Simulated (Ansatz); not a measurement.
# Ru: two-dimensional strain map

Level of theory: DFT r2SCAN, scalar-relativistic, plane waves, PAW in Ansatz. Cutoff 500 eV, Γ-centred 24×24×12 k-points, Gaussian smearing of 0.15 eV. No spin polarisation. Energies are free energies at this smearing, counted from the undisturbed cell; pressure is positive in compression.

The starting cell (as given, not relaxed at this level; it stands at -2.0 GPa):

```
CELL_PARAMETERS angstrom
2.70580 0.00000 0.00000
-1.35290 2.34329 0.00000
0.00000 0.00000 4.28190
ATOMIC_POSITIONS crystal
Ru 0.33333 0.66667 0.25000
Ru 0.66667 0.33333 0.75000
```

The cell is strained by p along both x and y and by q along z, fractional coordinates fixed. Points are written (p, q).

Energy above the undisturbed cell in meV/atom (a dash: not computed):

```
 p \ q  -0.080  0.000  0.080
-0.080  1062.1  554.0  531.0
 0.000   196.3    0.0  168.2
 0.080   300.7  344.1  637.3
```

Pressure in GPa:

| p \ q | -0.080 | 0.000 | 0.080 |
| --- | --- | --- | --- |
| -0.080 | 146.4 | 81.8 | 45.2 |
| 0.000 | 35.9 | -2.0 | -21.7 |
| 0.080 | -12.8 | -34.6 | -44.6 |